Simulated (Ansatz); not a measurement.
Data:

CuAu$_{3}$:
```xyz
4
Lattice="-2.0013 2.0013 4.0327 2.0013 -2.0013 4.0327 2.0013 2.0013 -4.0327" Properties=species:S:1:pos:R:3 pbc="T T T"
Cu     0.0000     0.0000     0.0000
Au     0.0000     2.0013     2.0163
Au     2.0013     0.0000     2.0163
Au     0.0000     0.0000     4.0327
```

This is the r²SCAN-relaxed structure.

Q: All from DFT-r²SCAN in the program Ansatz with PAW potentials, unless another level is named. Give the formation energy from the elements (no fitted shifts).

A: -0.017 eV/atom.

Q: And the density of states at the Fermi level?

A: 0.27 states/eV per atom (mean over ±0.08 eV).

Space group I4/mmm. The first step of the workflow began from a Materials Project structure, measured or hypothetical; the Crystallography Open Database copy checked does not list it. COD files the formula under space group No. 221. Its standing as an ambient phase is unchecked. Symmetry was held in the r²SCAN relaxation; whether a distortion lowers the energy is not shown. The run is not spin-polarised. The references are the lowest solids computed at this level, not always the standard phases. Spin–orbit coupling is left out wherever it is not named.

Potentials: the later of the program's two PAW sets.
